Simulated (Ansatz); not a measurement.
Si3Mo5 in space group I4/mcm (No. 140; Si on 4a, Mo on 4b, Si on 8h, Mo on 16k) at seven volumes, DFT-LDA in the program Ansatz with PAW potentials, shape and atoms relaxed at each. One row is withheld.

| V (Å³/atom) | P (GPa) |
|---|---|
| 12.564 | 30.76 |
| 12.978 | 18.83 |
| 13.393 | 8.66 |
| 13.807 | 0.00 |
| 14.221 | -7.38 |
| 14.635 | -13.66 |
| 15.049 | ? |

### Question
Fit the shown pressures and predict the withheld one.

### Answer
P = (3/2)B₀(x^(7/2) − x^(5/2))[1 + (3/4)(B′ − 4)(x − 1)] with x = (V₀/V)^(2/3). Least squares on the six rows gives V₀ = 13.807 Å³/atom, B₀ = 266 GPa, B′ = 4.30. At V = 15.049, x = 0.9442 and P = -19.05 GPa. The run itself gave -19.00 GPa.

The workflow started from an entry of the Crystallography Open Database (COD). Whether it is the stable phase at ambient conditions was not checked. The LDA relaxation kept the symmetry of its start; its stability against distortions is not shown here. The run is not spin-polarised.

Potentials: the later of the program's two PAW sets.
